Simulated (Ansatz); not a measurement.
Relaxed-ion elastic tensor of Zn2SnO4 (spinel, space group No. 227) in GPa (Voigt order), plane-wave PAW PBEsol (Ansatz code); density 6.46 g/cm³, 11.50 Å³ per atom.

```
 202   151   151   0.0   0.0   0.0
 151   202   151   0.0   0.0   0.0
 151   151   202   0.0   0.0   0.0
 0.0   0.0   0.0  75.1   0.0   0.0
 0.0   0.0   0.0   0.0  75.1   0.0
 0.0   0.0   0.0   0.0   0.0  75.1
```

Question: Is the crystal mechanically stable?

Answer: Yes: the smallest eigenvalue of C is 50.9 GPa.

Question: Work out the Voigt, Reuss and Hill averages.

Answer: K_V = 168, K_R = 168, K_H = 168; G_V = 55.3, G_R = 42.2, G_H = 48.7 GPa.

Question: Give Young's modulus, Poisson's ratio, Pugh's ratio and the universal anisotropy index.

Answer: E = 9KG/(3K + G) = 133 GPa; ν = 0.37; K/G = 3.45 (ductile by the Pugh limit of 1.75); A_U = 5G_V/G_R + K_V/K_R − 6 = 1.55.

Question: Estimate the sound speeds and the Debye temperature.

Answer: v_l = √((K + 4G/3)/ρ) = 6000 m/s, v_t = √(G/ρ) = 2750 m/s, mean 3090 m/s; Θ = (h/k)(3n/4πV)^(1/3) v_m = 408 K.

Question: Give the Zener ratio and Young's modulus along [100], [110] and [111].

Answer: A = 2C44/(C11 − C12) = 2.95; 1/E = S11 − 2(S11 − S12 − S44/2)Γ with Γ = 0, 1/4, 1/3 gives 72.7, 138, 196 GPa.

Space group Fd-3m (spinel). A made-up cell: these elements were put on the sites of a structure type; the Crystallography Open Database copy checked does not list it. Its standing as an ambient phase is unchecked. Symmetry was held in the PBEsol relaxation; whether a distortion lowers the energy is not shown. Scalar-relativistic: spin–orbit coupling is off unless named, which matters more the heavier the elements.

Potentials: the earlier of the program's two PAW sets. The files were generated under PBE; for other functionals the program regenerates the frozen cores, and for LDA and PBEsol the local potential too.
